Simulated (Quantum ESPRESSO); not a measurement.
Band energies of K2BrCl6F

```
K2BrCl6F
1.0
    0.00000     5.06195     5.06195
    5.06195     0.00000     5.06195
    5.06195     5.06195     0.00000
F Cl K Br
1 6 2 1
Direct
  0.50000   0.50000   0.50000
  0.24333   0.75667   0.75667
  0.75667   0.24333   0.24333
  0.75667   0.24333   0.75667
  0.24333   0.75667   0.24333
  0.75667   0.75667   0.24333
  0.24333   0.24333   0.75667
  0.25000   0.25000   0.25000
  0.75000   0.75000   0.75000
  0.00000   0.00000   0.00000
```

PBEsol (pw.x of Quantum ESPRESSO, ONCV potentials, without SOC); path ΓXWKΓLUWLK,UX; energies in eV from the valence-band maximum.

| k (1/Å) | point | band 33 | band 34 | band 35 | band 36 | band 37 | band 38 | band 39 | band 40 |
|---|---|---|---|---|---|---|---|---|---|
| 0.00 | Γ | -1.41 | -1.41 | -0.74 | -0.74 | -0.74 | 1.80 | 1.80 | 1.80 |
| 0.21 |  | -1.43 | -0.83 | -0.83 | -0.75 | -0.52 | 1.47 | 1.82 | 1.82 |
| 0.62 | X | -1.21 | -1.21 | -1.20 | -1.14 | -0.76 | 1.86 | 1.86 | 1.91 |
| 0.62 | W | -1.29 | -1.29 | -0.92 | -0.92 | -0.20 | 1.33 | 1.89 | 1.89 |
| 0.84 | K | -1.25 | -1.04 | -0.92 | -0.71 | -0.59 | 1.56 | 1.72 | 1.90 |
| 1.28 |  | -0.94 | -0.80 | -0.79 | -0.79 | -0.74 | 1.53 | 1.67 | 1.82 |
| 1.50 | Γ | -1.41 | -1.41 | -0.74 | -0.74 | -0.74 | 1.80 | 1.80 | 1.80 |
| 1.86 |  | -0.99 | -0.91 | -0.54 | -0.54 | -0.43 | 1.24 | 1.60 | 1.60 |
| 2.04 | L | -1.07 | -1.01 | -0.34 | -0.34 | 0.00 | 0.90 | 1.52 | 1.52 |
| 2.23 |  | -1.10 | -0.98 | -0.74 | -0.45 | -0.21 | 1.22 | 1.58 | 1.70 |
| 2.42 | U | -1.25 | -1.04 | -0.92 | -0.71 | -0.59 | 1.56 | 1.72 | 1.90 |
| 2.42 | W | -1.29 | -1.29 | -0.92 | -0.92 | -0.20 | 1.33 | 1.89 | 1.89 |
| 2.56 |  | -1.12 | -1.06 | -0.89 | -0.77 | -0.19 | 1.30 | 1.77 | 1.81 |
| 2.85 | L | -1.07 | -1.01 | -0.34 | -0.34 | 0.00 | 0.90 | 1.52 | 1.52 |
| 3.11 |  | -1.14 | -0.96 | -0.89 | -0.53 | -0.33 | 1.35 | 1.63 | 1.80 |
| 3.23 | K | -1.25 | -1.04 | -0.92 | -0.71 | -0.59 | 1.56 | 1.72 | 1.90 |
| 3.23 | U | -1.25 | -1.04 | -0.92 | -0.71 | -0.59 | 1.56 | 1.72 | 1.90 |
| 3.45 | X | -1.21 | -1.21 | -1.20 | -1.14 | -0.76 | 1.86 | 1.86 | 1.91 |

The PBEsol gap is direct, 0.90 eV at L.

Spin-orbit splittings are left out.

Geometry of the Materials Project entry, not relaxed at this level.

The structure is a Materials Project entry; no match was found in the copy of COD used, and its stability was not checked.
